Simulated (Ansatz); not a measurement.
GeS:
```yaml
crystal:
  lattice:
    - [10.19255, 0.00000, 0.00000]
    - [0.00000, 3.64210, 0.00000]
    - [0.00000, 0.00000, 4.09027]
  atoms:
    - { symbol: Ge, position: [0.11869, 0.25000, 0.11878] }
    - { symbol: Ge, position: [0.38131, 0.75000, 0.61878] }
    - { symbol: Ge, position: [0.88131, 0.75000, 0.88122] }
    - { symbol: Ge, position: [0.61869, 0.25000, 0.38122] }
    - { symbol: S, position: [0.85293, 0.25000, 0.49340] }
    - { symbol: S, position: [0.64707, 0.75000, 0.99340] }
    - { symbol: S, position: [0.14707, 0.75000, 0.50660] }
    - { symbol: S, position: [0.35293, 0.25000, 0.00660] }
```

Relaxed with LDA. Special points in fractions of this cell's reciprocal vectors: Γ (0.000, 0.000, 0.000); X (0.500, 0.000, 0.000); S (0.500, 0.500, 0.000); Y (0.000, 0.500, 0.000); Z (0.000, 0.000, 0.500); U (0.500, 0.000, 0.500); R (0.500, 0.500, 0.500); T (0.000, 0.500, 0.500).

**Question.** List the band energies nearest the valence-band maximum at these points for plane-wave PAW LDA (Ansatz code).

**Answer.** In eV from the valence-band maximum; about four levels below and three above (degenerate sets whole), none deeper than 8.9 eV; points with the same levels are listed once.

```json
[
 {"k": "Γ", "below": "-1.84 -1.10 -0.99 -0.32", "above": "0.70 2.54 2.69"},
 {"k": "X", "below": "-2.18 -2.18 -0.57 -0.57", "above": "2.25 2.25 2.63 2.63"},
 {"k": "S", "below": "-1.54 -1.54 -1.54 -1.54", "above": "1.69 1.69 1.69 1.69"},
 {"k": "Y", "below": "-1.39 -1.39 -1.18 -1.18", "above": "1.19 1.19 1.57 1.57"},
 {"k": "Z", "below": "-0.99 -0.99 -0.30 -0.30", "above": "1.45 1.45 2.09 2.09"},
 {"k": "U", "below": "-0.73 -0.73 -0.30 -0.30", "above": "1.35 1.35 2.17 2.17"},
 {"k": "R", "below": "-1.71 -1.71 -1.71 -1.71", "above": "2.58 2.58 2.58 2.58"},
 {"k": "T", "below": "-2.67 -2.67 -1.72 -1.72", "above": "3.03 3.03 3.37 3.37"}
]
```

Space group Pnma. The cell was relaxed with LDA under the symmetry of its start. A crystal of weakly bound layers computed without a dispersion correction: the cell and the soft elastic constants depend strongly on that. Scalar-relativistic: spin–orbit coupling is off unless named, which matters more the heavier the elements.

Potentials: the later of the program's two PAW sets.
